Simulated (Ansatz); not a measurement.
Input:

OsN₂:
```yaml
crystal:
  lattice:
    - [4.10810, 0.00000, 0.00000]
    - [0.00000, 4.89969, 0.00000]
    - [0.00000, 0.00000, 2.66227]
  atoms:
    - { symbol: Os, position: [0.50000, 0.50000, 0.50000] }
    - { symbol: Os, position: [0.00000, 0.00000, 0.00000] }
    - { symbol: N, position: [0.37270, 0.90347, 0.50000] }
    - { symbol: N, position: [0.62730, 0.09653, 0.50000] }
    - { symbol: N, position: [0.87270, 0.59653, 0.00000] }
    - { symbol: N, position: [0.12730, 0.40347, 0.00000] }
```

This is the PBEsol-relaxed structure.

### Question
All from plane-wave PAW PBEsol (Ansatz code), unless another level is named. Predict the bulk modulus (Birch–Murnaghan fit).

### Answer
3880 kbar.

### Question
And the highest zone-centre frequency?

### Answer
851 cm^-1.

Space group Pnnm. The first step of the workflow began from a Materials Project structure, measured or hypothetical; the Crystallography Open Database copy checked does not list it. Whether it is the stable phase at ambient conditions was not checked. The cell was relaxed with PBEsol under the symmetry of its start; its stability against distortions is not shown here. The run is not spin-polarised. Its formation energy is positive at this level, so the cell may be metastable or incomplete. As this level gives no gap, phonon frequencies hold no LO–TO term and depend on the k-mesh and smearing (Fermi–Dirac, 0.1 eV here). Spin–orbit coupling is left out wherever it is not named.

Potentials: the later of the program's two PAW sets.
